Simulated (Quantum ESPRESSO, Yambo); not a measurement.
# Li4WO5: DFT and GW levels

```
Li4WO5
1.0
   -3.26974     3.26974     2.05283
    3.26974    -3.26974     2.05283
    3.26974     3.26974    -2.05283
Li O W
4 5 1
Direct
  0.18521   0.40019   0.58318
  0.60203   0.18521   0.78502
  0.81701   0.60203   0.41682
  0.40019   0.81701   0.21498
  0.71578   0.90188   0.63668
  0.07910   0.71578   0.81390
  0.26520   0.07910   0.36332
  0.90188   0.26520   0.18610
  0.49111   0.49111   0.00000
  0.03990   0.03990   0.00000
```

The geometry is that of Materials Project entry mp-690542, symmetrised and not relaxed again.

Starting point: PBEsol (Quantum ESPRESSO, PseudoDojo norm-conserving, 84 Ry, scalar-relativistic). G0W0 in Yambo: 4×4×4 Γ-centred k mesh, bands 6 to 106 and a 6 Ry block in the screening, 106 bands in G with the Bruneval-Gonze terminator, plasmon pole fitted at 27.2 eV.

The PBEsol gap along the band path is 3.19 eV and the PBEsol gap between the mesh's edge points ((0.25, -0.25, 0.25) → X) is 3.23 eV. The G0W0 gap between the same points is 5.42 eV and the PBEsol smallest direct gap on the mesh (at (0.25, -0.25, 0.25)) is 3.34 eV. The G0W0 direct gap at that point is 5.54 eV.

```csv
k point,band,E PBEsol (eV),E QP (eV),shift (eV),Z
Γ,VB,-0.07,-0.74,-0.66,0.79
Γ,CB,3.55,5.15,1.60,0.81
X,VB,-0.13,-0.82,-0.69,0.78
X,CB,3.23,4.75,1.52,0.82
N,VB,-0.17,-0.84,-0.67,0.78
N,CB,4.08,5.71,1.63,0.81
P,VB,-0.19,-0.90,-0.71,0.78
P,CB,4.32,5.98,1.66,0.81
"(0.25, -0.25, 0.25)",VB,0.00,-0.67,-0.67,0.78
"(0.25, -0.25, 0.25)",CB,3.34,4.87,1.53,0.82
M,VB,-0.09,-0.79,-0.70,0.78
M,CB,3.46,5.01,1.55,0.81
```

Energies count from the PBEsol valence-band maximum.

Nearest settings tried, and what they do to the gap: 51 bands in G: +67 meV; 3 Ry block (63 vectors against 151): +84 meV. Not varied: bands in W, mesh. So the settings aren't converged at that level.

Spin-orbit coupling is left out, which matters for elements this heavy: edges can move by tenths of an eV.

The structure is a Materials Project entry; no match was found in the copy of COD used, and its stability was not checked.
